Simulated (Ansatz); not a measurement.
BAs:
Space group F-43m (No. 216); a = b = c = 4.782 Å, α = β = γ = 90.00°

```tsv
atom	site	symmetry	x	y	z
B	4c	-43m	0.2500	0.2500	0.2500
As	4a	-43m	0.0000	0.0000	0.0000
```
(The calculation used a cell of 2 atoms; values per cell refer to that cell.)

Relaxed with r²SCAN.

Question: Decompose the optical modes at the zone centre into irreducible representations, and say which are infrared and Raman allowed.

Answer: Point group -43m: Γ_opt = T2. Infrared: T2. Raman: T2.

Question: Assign frequencies (DFPT, plane-wave PAW r²SCAN (Ansatz code); without the LO–TO term).

Answer: T2 698 cm⁻¹.

Symmetry was held in the r²SCAN relaxation; phonons on a q-mesh show no instability.

Potentials: the earlier of the program's two PAW sets.
